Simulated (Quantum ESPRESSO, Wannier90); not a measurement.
## Zn2SeS (R3m): Wannier90 run

```xyz
4
Lattice="-1.9537 3.3840 0.0000 -3.9075 0.0000 0.0000 -1.9537 1.1280 6.3837" Properties=species:S:1:pos:R:3 pbc="T T T"
Zn     0.0000     0.0000     0.0716
Zn     1.9537    -1.1280     3.1223
Se    -1.9537     1.1280    -0.8071
S      0.0000     0.0000     2.4005
```

Structure: Materials Project mp-1215446, symmetrised, not relaxed again. Not found in the COD (Crystallography Open Database) copy used; not checked further. Method: PBEsol plane waves in Quantum ESPRESSO 7.5 (PseudoDojo norm-conserving files, 69 Ry, spinors with spin-orbit coupling), Bloch states on a 4×4×4 mesh through Γ, Wannier90 4.0.1. Density: 10×10×10 mesh, cold smearing 0.01 Ry.

Bands 27-30,51-62 form an isolated set from -13.52 to 0.00 eV relative to the valence-band maximum (on the path) and are turned into 16 Wannier functions by minimising the spread from the start: atomic waves S 3p, S 3s, Se 4p, Se 4s. Bands 31–50 (Zn 3d 93 %) lie between the kept ones and are excluded.

Centres (Cartesian, Å; one of the equivalent choices) and spreads:

```json
[
 {"n": "1", "x": "-2.535", "y": "0.792", "z": "-0.552", "spread (Å²)": "2.154", "nearest atom": "Se3"},
 {"n": "2", "x": "-2.535", "y": "0.792", "z": "-0.552", "spread (Å²)": "2.154", "nearest atom": "Se3"},
 {"n": "3", "x": "-1.954", "y": "1.800", "z": "-0.552", "spread (Å²)": "2.154", "nearest atom": "Se3"},
 {"n": "4", "x": "-1.954", "y": "1.128", "z": "-1.496", "spread (Å²)": "2.448", "nearest atom": "Se3"},
 {"n": "5", "x": "-1.954", "y": "1.128", "z": "-1.496", "spread (Å²)": "2.448", "nearest atom": "Se3"},
 {"n": "6", "x": "-1.954", "y": "1.800", "z": "-0.552", "spread (Å²)": "2.154", "nearest atom": "Se3"},
 {"n": "7", "x": "-1.372", "y": "0.792", "z": "-0.552", "spread (Å²)": "2.154", "nearest atom": "Se3"},
 {"n": "8", "x": "-1.372", "y": "0.792", "z": "-0.552", "spread (Å²)": "2.154", "nearest atom": "Se3"},
 {"n": "9", "x": "0.549", "y": "-0.317", "z": "2.594", "spread (Å²)": "2.150", "nearest atom": "S4"},
 {"n": "10", "x": "0.549", "y": "-0.317", "z": "2.594", "spread (Å²)": "2.150", "nearest atom": "S4"},
 {"n": "11", "x": "0.000", "y": "0.634", "z": "2.594", "spread (Å²)": "2.150", "nearest atom": "S4"},
 {"n": "12", "x": "0.000", "y": "0.000", "z": "1.726", "spread (Å²)": "2.240", "nearest atom": "S4"},
 {"n": "13", "x": "0.000", "y": "0.000", "z": "1.726", "spread (Å²)": "2.240", "nearest atom": "S4"},
 {"n": "14", "x": "0.000", "y": "0.634", "z": "2.594", "spread (Å²)": "2.150", "nearest atom": "S4"},
 {"n": "15", "x": "-0.549", "y": "-0.317", "z": "2.594", "spread (Å²)": "2.150", "nearest atom": "S4"},
 {"n": "16", "x": "-0.549", "y": "-0.317", "z": "2.594", "spread (Å²)": "2.150", "nearest atom": "S4"}
]
```

Ω_I = 33.46 Å², Ω_total = 35.20 Å²; the interpolated bands follow pw.x to 39 meV rms on the path. Only this start was tried; a symmetric start can stop on a saddle, and mixtures of these functions could lower the total by at most Ω_total − Ω_I.
